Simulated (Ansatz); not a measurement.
An Ansatz (an electronic-structure program) run. Input:

Ansatz 0.2 input:
```yaml
crystal:
  lattice:
    - [-5.2097592982, 0.0, 0.0]
    - [-2.5936869063, 2.1334138083, 8.5933830408]
    - [-2.5931551164, 4.9334284071, 0.0]
  atoms:
    - { symbol: Co, position: [0.1837352105, 0.6029722917, 0.0358749646], spin: 2.53 }
    - { symbol: Li, position: [0.6684707044, 0.1142181868, 0.5440733916], spin: 0.0 }
    - { symbol: Li, position: [0.9152440186, 0.3610000167, 0.8080057378], spin: 0.0 }
    - { symbol: Nb, position: [0.7509762485, 0.7605504872, 0.7470946119], spin: 0.01 }
    - { symbol: Nb, position: [0.2462435606, 0.2424655015, 0.25911793], spin: 0.01 }
    - { symbol: Nb, position: [0.5082410446, 0.5036725091, 0.4973789228], spin: 0.01 }
    - { symbol: Nb, position: [0.9962413677, 0.9976378594, 0.9992201545], spin: 0.01 }
    - { symbol: O, position: [0.1534297881, 0.682540296, 0.6371095286], spin: 0.03 }
    - { symbol: O, position: [0.6574161462, 0.19027987, 0.116254373], spin: 0.03 }
    - { symbol: O, position: [0.6399281201, 0.5728705375, 0.7479579862], spin: 0.03 }
    - { symbol: O, position: [0.136599222, 0.0820430071, 0.2227086483], spin: 0.03 }
    - { symbol: O, position: [0.7788765904, 0.9469917418, 0.8533246934], spin: 0.03 }
    - { symbol: O, position: [0.2784673405, 0.4511793249, 0.3610008819], spin: 0.03 }
    - { symbol: O, position: [0.7513399215, 0.8883984074, 0.4133369932], spin: 0.03 }
    - { symbol: O, position: [0.2191322116, 0.3920767701, 0.930355294], spin: 0.03 }
    - { symbol: O, position: [0.740576732, 0.6317781262, 0.1695315946], spin: 0.03 }
    - { symbol: O, position: [0.2160606471, 0.1397068187, 0.6707832403], spin: 0.03 }
    - { symbol: O, position: [0.2835198927, 0.8152844149, 0.9736471289], spin: 0.03 }
    - { symbol: O, position: [0.7849271329, 0.3211918329, 0.4975141245], spin: 0.03 }
kpoints:
  mp_grid: { grid: [6, 4, 6] }
basis: { xc_grid: 2 }
hamiltonian:
  xc: pbe
  pseudopotentials: { kind: paw }
magnetization: { spin_polarized: true }
scf:
  occupations: { method: gaussian, width: 0.02 }
checkpoint: { read: static.run }
output: { bader: true, populations: true }
```

Output (shortened):

```
Pseudopotentials: kind: paw
Pseudopotential: Co, paw, valence charge 17
Pseudopotential: Li, paw, valence charge 3
Pseudopotential: Nb, paw, valence charge 13
Pseudopotential: O, paw, valence charge 6
Functional definition: PBE
Crystal: 19 atoms, lattice volume = 220.867 Å³
Basis set: ecut = 420 eV, 4313 PW (Γ), exchange–correlation on 72×128×80 points (8 copies of the dense FFT grid, shifted against one another)
Bands: 113, of which v1, the nominal top of the filled ones, is band 74 counted from 1 (73 counted from 0)
Symmetry: 1 space group operations
Space group: P1 (ITA 1), of the structure as read, at distance tolerance 6.0e-5 Å
k-points: 76 of 144 (time reversal used)
Initial density: read from a saved state, or passed on in memory by an earlier SCF of this step, an earlier step, the calling program or the single point that …
Stability of the state it starts from, as read at its close in the collinear treatment …
Starting moments: Σ|m| = 2.93 μB on 17 of 19 sites; this step starts from the density that it was given
Initial wavefunctions: pseudopotential atomic-orbital guess
Eigensolver: davidson
Functional: x = pbe(κ = 0.804, μ = 0.2195149727645171), c = pbe(β = 0.06672455060314922)
iter 1 solved again at ethr=1.02e-7 eV; its pass at ethr=3.10e-3 eV (dr2=1.49e-4 eV) is discarded
SCF iter   1: F=—  HF=-30569.615416 eV  |F-HF|=—  |Δ(HF+E_count)|=         —  Δρ=7.63e-7 (↑6.19e-7 ↓7.63e-7)  dr2=2.78e-9  dr2_m=5.95e-11  M=3.000 μB ∫|m|=3.060 μB  β_m=0.30  ethr=1.02e-7  ⟨swp⟩=4.2  Hψ=123977  notcnv=0
all-band conjugate gradients solve this SCF's bands
preconditioner: auto → Resta (q_TF=auto, 2.549 Å⁻¹)
spin=Collinear: Resta preconditioning applied to the charge; magnetization (m = ρ↑ − ρ↓) channel mixes plain (no charge-response kernel on spin).
SCF iter   2: F=—  HF=-30569.615574 eV  |F-HF|=—  |Δ(HF+E_count)|=   1.58e-4  Δρ=5.28e-7 (↑4.43e-7 ↓5.28e-7)  dr2=1.73e-9  dr2_m=1.50e-11  M=3.000 μB ∫|m|=3.060 μB  β_m=0.24  ethr=1.89e-12  ⟨swp⟩=7.2  Hψ=67012  notcnv=0
SCF iter   3: F=-30569.615574 eV  HF=-30569.615574 eV  |F-HF|=4.07e-10  |Δ(HF+E_count)|=  2.58e-10  Δρ=2.88e-7 (↑2.37e-7 ↓2.88e-7)  dr2=4.74e-10  dr2_m=6.64e-12  M=3.000 μB ∫|m|=3.060 μB  ethr=1.18e-12  ⟨swp⟩=1.0  Hψ=34960  notcnv=0
SCF 1 converged in 3 iterations: F = -30569.615574 eV  dr2 = 4.74e-10
SCF converged after 3 iterations
Magnetization: 3.0000 μB (75.0000 up, 72.0000 down)
Absolute magnetization: 3.0604 μB (∫|ρ↑−ρ↓|, with the PAW one-centre terms)
Spin contamination: 0.0142 ħ² per cell (⟨S²⟩ above its minimum at these occupations)
Per-site moments (μB) at R_I (Å): [(2.415750204165851, 0.839650682587493), (4.3652854800163935e-5, 0.8508342581183383), (0.0004556310809977416, 0.867411168317247), (0.002791119799238099, 0.7580817072027543), (0.0011847995566482217, 0.7542018423220547), (0.0150304052637887, 0.7715081166898533), (0.009438738829227664, 0.7795280921166725), (0.04925089483361782, 0.7762749157540618), (0.002547961915253371, 0.776622353496194), (0.053720996742322634, 0.813389338561682), (0.004526199618771165, 0.7542018423220547), (0.0020846796432756713, 0.7795280921166725), (0.04375684758556017, 0.78968869939889), (0.0035899492019556617, 0.7580817072027543), (0.054737262387163525, 0.795279494252276), (0.04524960563999024, 0.7715081166898533), (0.002185945727310146, 0.7895702608250666), (0.042969078056914994, 0.7867379274310203), (0.004708493218201916, 0.7770008406580937)]
Free energy (F): -30569.615574 eV
Harris-Foulkes:  -30569.615574 eV  (|F-HF|=4.07e-10)
Internal energy: -30569.615574 eV  (E = F + TS)
E sigma→0 (E₀):  -30569.615574 eV
Fermi energy:    9.445746 eV
--- Per-component energies (eV) ---
  E_band       = -1332.492101
  E_kinetic    = 4159.303835
  E_local      = -13237.238711  (includes V_loc(G=0)·N_el)
  E_nonlocal   = 1432.671617
  E_hartree    = 4944.341384
  E_xc         = -1764.230192
  E_vxc        = -2208.481815  (∫ρ·V_xc dr)
  E_paw        = -15743.746518  (= ΣΔE_a)
  E_vpaw       = -1367.459376  (= ΣTr[D̂ρ^β])
  E_aug_tail   = 0.029592  (compensation charges beyond the density's cutoff)
  E_ewald      = -10360.746580
  E_smearing   =  0.000000  (= −TS)
  E_closure    =  0.000000  (closes the sum)
  Σ components = -30569.615574   (vs F -30569.615574, Δ=0.00e0)
  [band-id]    e_kinetic+e_local+e_nonlocal+2·e_hartree+e_vxc+e_vpaw+e_augmentation_tail = -1332.492091   (vs E_band -1332.492101, Δ=1.08e-5)
--- Band table (eV; the first three rows and the last of 152) ---
  k-point 0 ↑: bands = ["-87.3345", "-51.0232", "-50.4620", "-50.3541", "-47.1045", "-47.0101", "-46.9827", "-46.9003", "-35.5560", "-35.4973", "-23.3469", "-23.3348", "-23.2899", "-23.2567", "-23.2355", "-23.2180", "-23.2005", "-23.1591", "-23.1549", "-23.0981", "-23.0826", "-23.0145", "-9.8413", "-9.1635", "-9.1166", "-9.0343", "-8.9420", "-8.7209", "-8.6973", "-8.6134", "-8.5853", "-8.2598", "-8.1024", "-8.0779", "2.6840", "2.7673", "2.7871", "3.0464", "3.1021", "3.2042", "3.3312", "3.4575", "3.5496", "3.6616", "3.7445", "3.9755", "4.2109", "4.3308", "4.4235", "4.7715", "4.9592", "4.9833", "5.1059", "5.2008", "5.2991", "5.3450", "5.5117", "5.6773", "6.0987", "6.3330", "6.3585", "6.4830", "6.5031", "6.5775", "6.6757", "6.7324", "6.8486", "6.9770", "7.0474", "7.0655", "7.1904", "7.8210", "7.8940", "8.5151", "8.5945", "10.6581", "10.7566", "10.8744", "11.1413", "11.3286", "11.6766", "11.7719", "11.8985", "12.1133", "12.3439", "12.3814", "12.4693", "13.7815", "14.5128", "14.5491", "15.1673", "15.2973", "15.8537", "15.9858", "16.7938", "16.9084", "16.9513", "17.1518", "17.4436", "18.8200", "18.9472", "19.4375", "19.7748", "19.9833", "20.3133", "20.4489", "20.5115", "20.7653", "21.0781", "21.3530", "21.5313", "21.7679", "22.0967"]
  k-point 1 ↑: bands = ["-87.3345", "-51.0232", "-50.4620", "-50.3541", "-47.1044", "-47.0100", "-46.9827", "-46.9003", "-35.5560", "-35.4973", "-23.3477", "-23.3340", "-23.2994", "-23.2531", "-23.2386", "-23.2211", "-23.1933", "-23.1611", "-23.1515", "-23.0982", "-23.0774", "-23.0172", "-9.7638", "-9.1775", "-9.1347", "-9.0300", "-8.9800", "-8.7808", "-8.6640", "-8.5591", "-8.4599", "-8.3389", "-8.1706", "-8.1072", "2.6242", "2.7918", "2.8691", "2.9860", "3.1727", "3.2773", "3.2984", "3.4630", "3.4988", "3.7322", "3.8830", "4.0662", "4.2473", "4.3497", "4.5030", "4.6216", "4.8141", "4.9456", "5.0636", "5.1408", "5.2037", "5.5761", "5.6797", "5.7830", "6.0696", "6.1466", "6.2994", "6.3672", "6.4448", "6.5338", "6.6081", "6.6808", "6.8411", "6.8690", "6.9975", "7.0612", "7.1477", "7.7981", "7.8868", "8.4679", "8.5207", "10.6957", "10.9141", "10.9792", "11.1941", "11.3405", "11.6609", "11.8342", "12.0015", "12.1788", "12.2876", "12.4491", "12.5310", "14.0358", "14.5602", "14.6179", "14.9393", "15.3036", "15.6218", "16.2412", "16.7286", "16.7862", "16.9053", "17.2129", "17.6189", "18.4142", "18.9881", "19.2973", "19.6615", "20.0898", "20.2473", "20.3642", "20.5837", "20.7553", "21.2265", "21.4721", "21.7127", "21.8294", "22.2267"]
  k-point 2 ↑: bands = ["-87.3345", "-51.0232", "-50.4620", "-50.3541", "-47.1043", "-47.0100", "-46.9828", "-46.9004", "-35.5560", "-35.4973", "-23.3523", "-23.3328", "-23.3106", "-23.2516", "-23.2340", "-23.2264", "-23.1871", "-23.1648", "-23.1486", "-23.0958", "-23.0710", "-23.0199", "-9.5878", "-9.2318", "-9.1826", "-9.0135", "-8.8468", "-8.8234", "-8.6938", "-8.5814", "-8.4802", "-8.3115", "-8.2552", "-8.1824", "2.5747", "2.8018", "2.9570", "3.0365", "3.1360", "3.2627", "3.4671", "3.5515", "3.6414", "3.7624", "3.9080", "4.0320", "4.2714", "4.4099", "4.4695", "4.6721", "4.8452", "4.9449", "5.0754", "5.1954", "5.3596", "5.5553", "5.6373", "5.7570", "5.9115", "6.0202", "6.1768", "6.2686", "6.3078", "6.4158", "6.4462", "6.5756", "6.6713", "6.7896", "6.9160", "7.0097", "7.1128", "7.7601", "7.8864", "8.3285", "8.4338", "10.8613", "11.1179", "11.2887", "11.3368", "11.5369", "11.7109", "11.9375", "12.0369", "12.0967", "12.2914", "12.4376", "12.5508", "14.4148", "14.6409", "14.6701", "15.0439", "15.4638", "15.7754", "15.9901", "16.2565", "16.7510", "16.8887", "17.2283", "17.5438", "18.2032", "18.9421", "19.2783", "19.5818", "19.7305", "20.1975", "20.3979", "20.5861", "20.8071", "21.3493", "21.6082", "21.8196", "22.2136", "22.4806"]
  k-point 75 ↓: bands = ["-84.2473", "-47.7712", "-47.5252", "-47.4905", "-47.0910", "-47.0056", "-46.9612", "-46.8986", "-35.5555", "-35.4973", "-23.3461", "-23.3220", "-23.2798", "-23.2576", "-23.2268", "-23.2105", "-23.1833", "-23.1430", "-23.1061", "-23.0820", "-23.0812", "-23.0165", "-9.3022", "-9.2317", "-9.0401", "-8.9984", "-8.9615", "-8.8297", "-8.5039", "-8.4401", "-8.4046", "-8.3327", "-8.2874", "-8.2589", "2.5573", "2.8751", "2.9077", "3.0211", "3.1348", "3.2572", "3.5822", "3.7554", "3.7756", "3.9105", "4.1288", "4.2509", "4.3143", "4.5250", "4.6159", "4.6771", "4.9898", "5.0939", "5.2565", "5.4473", "5.5949", "5.8161", "5.8456", "6.0155", "6.0941", "6.1503", "6.2034", "6.2977", "6.3718", "6.5860", "6.6330", "6.6711", "6.7960", "6.8728", "7.0152", "7.0871", "9.0646", "9.1289", "9.7984", "10.4630", "10.7682", "10.9363", "11.2487", "11.3740", "11.4950", "11.7319", "11.7532", "11.9019", "11.9833", "12.1753", "12.2778", "12.4135", "12.6191", "14.5865", "14.8208", "14.9419", "15.1298", "15.4616", "15.7846", "16.4905", "16.6610", "16.7208", "16.9538", "17.6296", "18.0340", "18.3182", "18.6555", "18.8677", "19.1294", "19.3657", "19.7738", "20.4205", "20.6082", "20.7531", "21.3161", "21.5368", "21.7333", "22.3711", "22.5238"]
  band table: 113 of 113 bands, residual norms ≤ 1.0e-3 eV
--- Löwdin populations: 19 sites ---
  site symbol       q [e]    m [muB]
     0     Co     15.7724     2.5255
     1     Li      2.2666     0.0003
     2     Li      2.2693     0.0005
     3     Nb     11.4749     0.0040
     4     Nb     11.4915     0.0018
     5     Nb     11.4934     0.0346
     6     Nb     11.4345     0.0211
     7      O      6.6268     0.0616
     8      O      6.6876     0.0032
     9      O      6.7472     0.0672
    10      O      6.5745     0.0053
    11      O      6.6363     0.0029
    12      O      6.7204     0.0604
    13      O      6.5731     0.0042
    14      O      6.7349     0.0694
    15      O      6.6561     0.0632
    16      O      6.7026     0.0026
    17      O      6.6675     0.0597
    18      O      6.7023     0.0061
  spilling = 0.005225 (of n_electrons = 147.000000)
--- Bader charges: 19 sites ---
  site symbol  charge [e]  shift [e]    m [muB]
     0     Co      1.3070     0.0024     2.5589
     1     Li      0.8997     0.0006     0.0000
     2     Li      0.9029     0.0006     0.0004
     3     Nb      2.7432     0.0054     0.0061
     4     Nb      2.7240     0.0059     0.0027
     5     Nb      2.7256     0.0051     0.0312
     6     Nb      2.7738     0.0045     0.0188
     7      O     -1.1224     0.0013     0.0595
     8      O     -1.2070     0.0020     0.0032
     9      O     -1.2257     0.0002     0.0626
    10      O     -1.1074     0.0031     0.0063
    11      O     -1.1605     0.0021     0.0027
    12      O     -1.2032     0.0010     0.0555
    13      O     -1.1051     0.0030     0.0050
    14      O     -1.2133     0.0006     0.0650
    15      O     -1.1418     0.0018     0.0573
    16      O     -1.2207     0.0015     0.0036
    17      O     -1.1523     0.0012     0.0551
    18      O     -1.2165     0.0020     0.0060
  shift: an alarm, by how much a part of what the PAW files miss would move the charge. Where it is large, compare
  with a run on PAW files of another source; a small one proves nothing
  estimated error of the sums over rays = 3.9e-4 e
```

Cost: very roughly 6 core-minutes on shared cores.

The start of the workflow was typed in or built on a structure type; neither database checked (COD, Materials Project) lists it. Its standing as an ambient phase is unchecked. The cell was relaxed with PBE under the symmetry of its start; whether a distortion lowers the energy is not shown. Magnetic state: ferromagnetic, the only order run, not a proven ground state. No Hubbard U is applied. Scalar-relativistic: spin–orbit coupling is off unless named, which matters more the heavier the elements.

Potentials: the later of the program's two PAW sets.

Ansatz is a plane-wave DFT program.
